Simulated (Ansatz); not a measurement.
SiC (zinc blende, F-43m), plane-wave PAW LDA (Ansatz code), all energies at zero smearing, with the estimated change up to a 700 eV cutoff added, with one set of potentials and settings (totals compare only within such a set). Cell of 2 atoms (1 Si, 1 C): -852.208 eV.

| element | reference phase | E (eV/atom) |
|---|---|---|
| Si | Fd-3m, 2 atoms in the cell | -608.6500 |
| C | Fd-3m, 2 atoms in the cell | -242.9979 |

Formation energy per atom, worked out: (-852.208 − 1×(-608.6500) − 1×(-242.9979))/2 = -0.280 eV/atom (-27 kJ per mol of atoms), at 0 K, without zero-point energy or fitted corrections.

Symmetry was held in the LDA relaxation; phonons on a q-mesh show no instability. The references are the lowest solids computed at this level, not always the standard phases.

Potentials: the earlier of the program's two PAW sets.
